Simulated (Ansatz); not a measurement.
Method: DFT PBE, scalar-relativistic, plane waves, PAW (Ansatz). All cells share a 420 eV cutoff and Γ-centred k meshes spaced at most about 0.3 Å⁻¹ (about 0.25 or finer for metals, 2π included). No spin polarisation in the final relaxations.

All energies are static (0 K, no zero-point motion).

Compare these two cells of GeAs5, each relaxed at this level.

A.

```xyz
6
Lattice="5.4080 0.0000 0.0000 -2.7040 4.6835 0.0000 0.0000 0.0000 5.0497" Properties=species:S:1:pos:R:3 pbc="T T T"
Ge    0.0000    0.0000    0.0000
As    0.0000    3.1223    0.0000
As    2.7040    1.5612    0.0000
As    2.7040    0.0000    2.5248
As    1.3520    2.3417    2.5248
As   -1.3520    2.3417    2.5248
```

B.

```xyz
6
Lattice="5.1855 0.0000 0.0000 0.0000 5.1855 0.0000 0.0000 0.0000 5.2027" Properties=species:S:1:pos:R:3 pbc="T T T"
Ge    0.0000    0.0000    2.6014
As    0.0000    2.5928    2.6014
As    2.5928    0.0000    2.6014
As    2.5928    2.5928    2.6014
As    2.5928    2.5928    0.0000
As    0.0000    0.0000    0.0000
```

Task: Which would you expect to be lower, and how large is the difference?

Result: A is lower, by 61 meV/atom. A has the CaCu5 type, space group P6/mmm (No. 191), 21.3 Å³/atom and no gap on its mesh; B has space group P4/mmm (No. 123), 23.3 Å³/atom and no gap. Counting As atoms around Ge (those within 1.25 times the shortest such distance or 1.15 times the sum of covalent radii, 1.27 where that leaves under three; a plus sign parts nearer from farther groups; the shortest distance is added where it exceeds 1.18 times the sum of covalent radii), A has Ge 6+12 from 3.1 Å and B has Ge 6. B holds As–As bonds in all directions (shortest 2.59 Å); in A the shortest As–As distance is 2.70 Å, near bonding range too. The denser one is the lower, and pressure would at first widen the difference. Even the lower one lies +0.56 eV/atom against the reference forms of the elements (uncorrected), so neither is stable at this level. In A, Ge has 6 As at 3.12 Å and 12 As at 3.70 Å; around As on a site of symmetry -6m2 lie 9 As at 2.97–3.12 Å and 3 Ge at 3.12 Å; As on a site of symmetry mmm has 4 As at 2.70 Å and 4 As at 2.97 Å. In B, around Ge lie 6 As at 2.59–2.60 Å; around As on a site of symmetry mmm lie 2 As at 2.59 Å and 2 Ge at 2.59 Å; As on a site of symmetry 4/mmm is surrounded by 6 As at 2.59–2.60 Å; 2 more sites not described. Both come from invented guesses. A third cell relaxed alike, in P6/mmm, lies 154 meV/atom below the lower of the two.

In P6/mmm, P4/mmm an odd number of electrons in the primitive cell allows no gap without spin; a larger cell or a magnetic state could open one. A magnetic state wasn't ruled out in cells without spin, among them P6/mmm, P4/mmm. Cells relaxed within their symmetry can be saddle points.
